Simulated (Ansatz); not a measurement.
**Phonon spectrum of LiSc$_{2}$AlN$_{2}$**

Level of theory: Ansatz 0.2.0, DFT PBE, scalar-relativistic, plane waves, PAW. Cutoff 420 eV, 10×10×10 k-points (Γ-centred), Gaussian smearing of 0.10 eV. No spin polarisation. Phonons by linear response, acoustic sum rule imposed.

Relaxed structure:
```yaml
crystal:
  lattice:
    - [-2.21384, 2.21384, 4.09098]
    - [2.21384, -2.21384, 4.09098]
    - [2.21384, 2.21384, -4.09098]
  atoms:
    - { symbol: Li, position: [0.00000, 0.00000, 0.00000] }
    - { symbol: Sc, position: [0.75000, 0.25000, 0.50000] }
    - { symbol: Sc, position: [0.25000, 0.75000, 0.50000] }
    - { symbol: Al, position: [0.50000, 0.50000, 0.00000] }
    - { symbol: N, position: [0.26003, 0.26003, 0.00000] }
    - { symbol: N, position: [0.73997, 0.73997, 0.00000] }
```

The structure comes from a generated guess, relaxed at this level; another structure or a mixture of phases may lie lower. In a metal, frequencies and elastic constants depend on the k mesh and the smearing, soft modes and shear constants most. The q mesh is coarse, so values between its points are rough.

Force constants from linear response on a 2×2×2 q mesh.

Path: Γ–X–P–N–Γ–M–S | S0–Γ | X–R | G–M. Only the points of the 2×2×2 mesh were computed; the rest is interpolation, which is rough on so few points. At q = (-0.500, -0.500, -0.500) a computed mode is imaginary, 11i cm⁻¹, so the cell is unstable at this level. Distance along the path (Å⁻¹), then the branches (cm⁻¹, negative for imaginary):
```
0.000  0 0 0 127 127 170 308 308 314 314 360 366 366 443 451 451 456 555
0.251  57 60 114 129 165 186 296 311 322 340 352 374 376 443 454 455 474 556
0.502  97 121 136 158 214 255 263 308 331 338 348 402 422 446 458 468 520 558
0.753  107 168 178 180 224 227 285 316 330 332 352 423 429 444 461 520 555 562
1.003  107 183 192 206 214 225 263 328 330 342 347 429 432 440 464 540 565 566
1.099  110 180 193 205 215 224 263 323 329 342 355 430 433 439 463 541 564 565
1.195  119 173 194 205 217 224 263 313 331 340 368 430 435 438 461 544 562 562
1.291  132 161 195 204 219 223 264 305 333 338 378 432 436 436 459 548 558 560
1.387  147 147 195 203 221 221 264 302 336 336 382 434 434 436 458 553 553 559
1.565  143 143 196 203 217 223 268 300 336 337 376 425 433 442 455 543 546 560
1.742  134 135 191 206 214 226 276 293 335 340 362 414 426 434 450 523 533 560
1.920  124 128 177 215 224 228 275 276 329 342 351 400 414 422 446 508 528 559
2.097  118 125 171 225 227 237 259 269 327 344 348 392 408 418 443 503 528 558
2.299  113 115 159 190 216 244 266 282 326 345 348 379 420 421 443 484 518 558
2.500  84 100 138 150 180 213 290 299 333 335 351 369 405 436 442 455 493 556
2.702  45 57 90 132 141 182 304 306 319 329 355 366 373 442 447 454 464 556
2.904  0 0 0 127 127 170 308 308 314 314 360 366 366 443 451 451 456 555
3.096  39 39 73 129 129 178 304 304 316 316 354 366 366 439 442 442 454 556
3.288  63 63 130 131 131 196 297 297 322 322 334 365 365 422 422 430 448 559
3.480  47 47 140 140 165 213 290 290 306 331 331 359 359 405 405 426 439 565
3.672  -11 -11 148 148 178 219 288 288 290 340 340 349 349 400 400 429 433 568
3.797  25 51 153 158 177 219 286 290 291 340 342 353 363 399 405 429 433 567
3.922  52 94 167 179 181 218 280 289 298 341 342 363 398 399 420 430 438 566
4.048  75 118 187 189 206 214 268 290 303 339 343 378 396 425 432 444 462 565
4.173  93 125 200 206 210 233 252 296 300 338 346 393 394 425 435 484 489 564
4.288  105 126 183 217 230 232 252 288 304 342 347 388 409 424 439 504 510 566
4.517  115 126 136 185 212 251 268 282 325 346 348 375 422 432 444 492 523 564
4.747  82 96 121 143 166 210 294 301 331 346 346 368 401 445 445 457 496 557
4.976  27 36 56 129 133 174 307 308 316 321 358 366 368 443 450 456 457 555
5.091  107 183 192 206 214 225 263 328 330 342 347 429 432 440 464 540 565 566
5.164  107 182 195 205 214 224 263 329 330 342 346 426 435 439 463 539 561 568
5.238  108 178 201 202 215 223 263 327 330 342 345 420 438 438 460 534 554 569
5.311  108 174 198 210 215 220 262 322 332 342 343 414 435 440 456 528 544 568
5.385  109 167 194 216 216 221 261 316 334 340 342 409 431 441 452 518 531 568
5.473  109 157 187 209 217 235 258 306 331 341 341 404 423 441 445 504 510 566
5.651  105 127 172 191 218 238 261 291 317 342 345 398 400 435 437 457 465 565
5.828  80 84 158 179 194 219 279 289 300 342 344 372 397 398 426 430 434 566
6.005  28 28 149 154 178 219 287 289 290 341 341 352 355 399 402 429 433 568
```
